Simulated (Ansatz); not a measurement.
## K2NaCl3: short molecular dynamics at 2600 K

All numbers below come from Ansatz, DFT PBEsol, scalar-relativistic, plane waves, PAW. Cutoff 420 eV, shifted (0.5, 0.5, 0.0 steps) 2×2×1 k-points, Fermi–Dirac smearing of 0.22 eV. The mesh is coarse. No spin polarisation.

18 atoms, starting at 1.10 times the perfect crystal's volume (space group P-3m1, the cell as given, not relaxed at this level); Langevin thermostat and barostat at 2600 K (friction 0.05 fs⁻¹), target pressure 2 GPa; 45 steps of 6 fs. The run is short and not equilibrated. The steps keep the starting cell's plane waves. The time step is on the long side.

First frame:

```
K Na Cl
1.0
     6.61791   -3.82085    0.00000
    -6.61791   -3.82085    0.00000
     0.00000    0.00000  -10.91190
K Na Cl
6 3 9
Direct
  0.00000 0.33333 0.32098
  0.33333 0.00000 0.32098
  0.66667 0.66667 0.32098
  0.33333 0.33333 0.67902
  0.66667 0.00000 0.67902
  0.00000 0.66667 0.67902
  0.33333 0.66667 0.00000
  0.66667 0.33333 0.00000
  0.00000 0.00000 0.00000
  0.00000 0.33333 0.85701
  0.33333 0.00000 0.85701
  0.66667 0.66667 0.85701
  0.33333 0.33333 0.14299
  0.66667 0.00000 0.14299
  0.00000 0.66667 0.14299
  0.33333 0.66667 0.50000
  0.66667 0.33333 0.50000
  0.00000 0.00000 0.50000
```

```
Mean temperature over the second half                                                                                                                                                                          : 2369 K
Mean pressure over the second half (kinetic part included)                                                                                                                                                     : 2.1 GPa
Mean potential energy above the perfect crystal (as given, at volume ratio 1; besides heat the difference comes from the volume, 10 % larger; its own run had another smearing, without effect beside its gap) : 232 meV/atom
Mean volume over the second half                                                                                                                                                                               : 30.58 Å³/atom
Mean-square drift of Cl from first to last step (mean shift of all atoms removed)                                                                                                                              : 0.35 Å²
Mean-square drift of K from first to last step (mean shift of all atoms removed)                                                                                                                               : 0.38 Å²
Mean-square drift of Na from first to last step (mean shift of all atoms removed)                                                                                                                              : 0.44 Å²
```

Pair distribution functions g(r), second half of the run, up to half the cell's height:

| r (Å) | Cl-Cl | Cl-K | Cl-Na | Na-Na |
| --- | --- | --- | --- | --- |
| 2.15 | 0.0 | 0.0 | 0.0 | 0.0 |
| 2.25 | 0.0 | 0.0 | 0.4 | 0.0 |
| 2.35 | 0.0 | 0.2 | 0.4 | 0.0 |
| 2.45 | 0.0 | 0.3 | 2.4 | 0.0 |
| 2.55 | 0.0 | 1.2 | 2.6 | 0.0 |
| 2.65 | 0.0 | 1.5 | 3.9 | 0.0 |
| 2.75 | 0.0 | 1.6 | 3.3 | 0.0 |
| 2.85 | 0.0 | 2.6 | 4.4 | 0.0 |
| 2.95 | 0.0 | 3.4 | 4.1 | 0.0 |
| 3.05 | 0.0 | 3.3 | 1.8 | 0.0 |
| 3.15 | 0.1 | 2.9 | 1.9 | 0.0 |
| 3.25 | 0.2 | 2.3 | 1.1 | 0.8 |

Along the run (potential energy from its first value; pressure with the kinetic part):

```tsv
t (fs)	T (K)	ΔE_pot (meV/atom)	P (GPa)
0.0	2456	0.0	-0.7
6.0	2331	4.1	-0.7
12.0	3308	17.0	0.0
18.0	2453	37.8	-0.2
24.0	2033	59.4	0.0
30.0	1417	79.5	0.0
36.0	1900	101.4	0.6
42.0	1872	122.0	0.9
48.0	1820	138.0	1.0
54.0	2135	159.7	1.4
60.0	2214	189.1	1.8
66.0	2387	204.8	2.2
72.0	2547	199.9	2.2
78.0	2997	191.0	2.3
84.0	2939	193.2	2.3
90.0	2670	204.6	2.2
96.0	2518	215.9	2.0
102.0	2305	224.5	1.8
108.0	2641	225.3	1.7
114.0	2626	226.3	1.6
120.0	2304	224.5	1.4
126.0	2389	222.1	1.4
132.0	2264	215.6	1.4
138.0	1796	208.6	1.2
144.0	2441	213.1	1.6
150.0	2224	223.2	1.8
156.0	2640	226.5	2.2
162.0	2728	219.9	2.3
168.0	3066	219.4	2.6
174.0	2172	227.2	2.4
180.0	2230	228.3	2.5
186.0	2386	225.2	2.5
192.0	2440	223.9	2.6
198.0	2191	225.9	2.5
204.0	1894	228.3	2.4
210.0	2483	231.4	2.7
216.0	2473	238.8	2.8
222.0	2292	242.2	2.7
228.0	2277	227.3	2.4
234.0	2434	202.6	2.0
240.0	1998	191.6	1.5
246.0	2535	186.3	1.6
252.0	2295	178.3	1.5
258.0	2546	172.1	1.6
264.0	2724	173.5	1.7
270.0	2218	183.1	1.6
```

Cost: 1 run of about 8.7 core-minutes (earlier runs that led there not counted), on Intel Xeon Platinum 8488C (Sapphire Rapids) (shared hosts).